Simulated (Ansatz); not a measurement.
Cu (fcc, Cu type)

```
CELL_PARAMETERS angstrom
      0.00000     1.78189     1.78189
      1.78189     0.00000     1.78189
      1.78189     1.78189     0.00000
ATOMIC_POSITIONS crystal
  Cu 0.00000 0.00000 0.00000
```

Two coordinates are scanned: the volume, and the ratio of the stretch along z (the conventional c axis) to the stretch across it. Atoms keep their fractional coordinates.

Computed with PBEsol (plane waves to 420 eV, PAW, scalar-relativistic; Ansatz, an electronic-structure program). k mesh 22×22×22 (Γ-centred), Fermi-Dirac smearing 0.05 eV. E stands for the smeared free energy. With partly filled bands, the response to shear is sensitive to the k mesh, so small differences along c/a are uncertain. Cu is run without spin polarisation. Cu was relaxed with its symmetry unable to fall. The zero of ΔE is the relaxed starting cell.

Task: Predict the ΔE (meV/atom) at all points of the grid V/V₀ = 0.960, 0.980, 1.000, 1.020, 1.040 by (c/a)/(c/a)₀ = 0.960, 0.980, 1.000, 1.020, 1.040.

Result: ΔE (meV/atom), with V/V₀ across and (c/a)/(c/a)₀ down:

| (c/a)/(c/a)₀ \ V/V₀ | 0.960 | 0.980 | 1.000 | 1.020 | 1.040 |
|---|---|---|---|---|---|
| 0.960 | 13 | 5 | 2 | 5 | 11 |
| 0.980 | 11 | 3 | 1 | 3 | 9 |
| 1.000 | 10 | 2 | 0 | 2 | 9 |
| 1.020 | 11 | 3 | 1 | 3 | 9 |
| 1.040 | 13 | 5 | 3 | 5 | 11 |

(A scan under strain: stresses follow from slopes of the energy per volume, elastic moduli from its curvatures.)
